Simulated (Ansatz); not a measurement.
NiGe:
```cif
data_GeNi
_chemical_formula_sum 'Ni1 Ge1'
_space_group_name_H-M_alt 'P 1'
_space_group_IT_number 1
_cell_length_a 2.92896
_cell_length_b 2.92896
_cell_length_c 2.92896
_cell_angle_alpha 90.000
_cell_angle_beta 90.000
_cell_angle_gamma 90.000
loop_
_space_group_symop_operation_xyz
  'x, y, z'
loop_
_atom_site_label
_atom_site_type_symbol
_atom_site_fract_x
_atom_site_fract_y
_atom_site_fract_z
_atom_site_occupancy
Ni1 Ni 0.00000 0.00000 0.00000 1
Ge1 Ge 0.50000 0.50000 0.50000 1
```

Relaxed with PBEsol.

### Question
Decompose the optical modes at the zone centre into irreducible representations, and say which are infrared and Raman allowed.

### Answer
Point group m-3m: Γ_opt = T1u. Infrared: T1u. Raman: none.

### Question
Assign frequencies (DFPT, the program Ansatz at the PBEsol level (PAW)).

### Answer
T1u 149 cm⁻¹.

Space group Pm-3m (CsCl type). The cell is a constructed one: a structure type filled with these elements; neither database checked (COD, Materials Project) lists it. COD files the formula under space group No. 62. Whether it is the stable phase at ambient conditions was not checked. The cell was relaxed with PBEsol under the symmetry of its start; its stability against distortions is not shown here. The workflow began spin-polarised and lost its moments. As this level gives no gap, phonon frequencies hold no LO–TO term and depend on the k-mesh and smearing (Fermi–Dirac, 0.1 eV here).

Potentials: the later of the program's two PAW sets.
